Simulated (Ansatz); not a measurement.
# Mg3Cd2Te5: rattling a relaxed structure

The cell was found from a structure generator's guess, not taken from experiment.

Computed with DFT PBE, scalar-relativistic, plane waves, PAW (Ansatz 0.2.0). Plane waves to 420 eV, a k mesh through Γ of 8×8×8 on the computed 10-atom cell and Gaussian smearing (0.02 eV); no spin polarisation.

The cell below (10 atoms, space group I-4m2 (No. 119)) is relaxed within its symmetry.

```yaml
crystal:
  lattice:
    - [-2.31936, 2.31936, 16.34714]
    - [2.31936, -2.31936, 16.34714]
    - [2.31936, 2.31936, -16.34714]
  atoms:
    - { symbol: Mg, position: [0.09855, 0.09855, 0.00000] }
    - { symbol: Mg, position: [0.50000, 0.50000, 0.00000] }
    - { symbol: Mg, position: [0.90145, 0.90145, 0.00000] }
    - { symbol: Cd, position: [0.69888, 0.69888, 0.00000] }
    - { symbol: Cd, position: [0.30112, 0.30112, 0.00000] }
    - { symbol: Te, position: [0.04928, 0.54928, 0.50000] }
    - { symbol: Te, position: [0.45072, 0.95072, 0.50000] }
    - { symbol: Te, position: [0.85246, 0.35246, 0.50000] }
    - { symbol: Te, position: [0.25000, 0.75000, 0.50000] }
    - { symbol: Te, position: [0.64754, 0.14754, 0.50000] }
```

For the test it was strained at random (σ = 1.5 % a component), the atoms were moved at random (σ = 0.05 Å), and all was relaxed again on a coarse 4×4×4 mesh (in the run’s order of axes) with 0.10 eV smearing, with no symmetry imposed.

Spin–orbit coupling, which can matter for Te, is left out.

Question: Does it come back?

Answer: It returns, within 1 meV/atom of the unmoved cell on that mesh and with the same symmetry when read at 0.1 Å. No instability shows in this cell; modes of other wave vectors, which need another repeat, aren't tested.
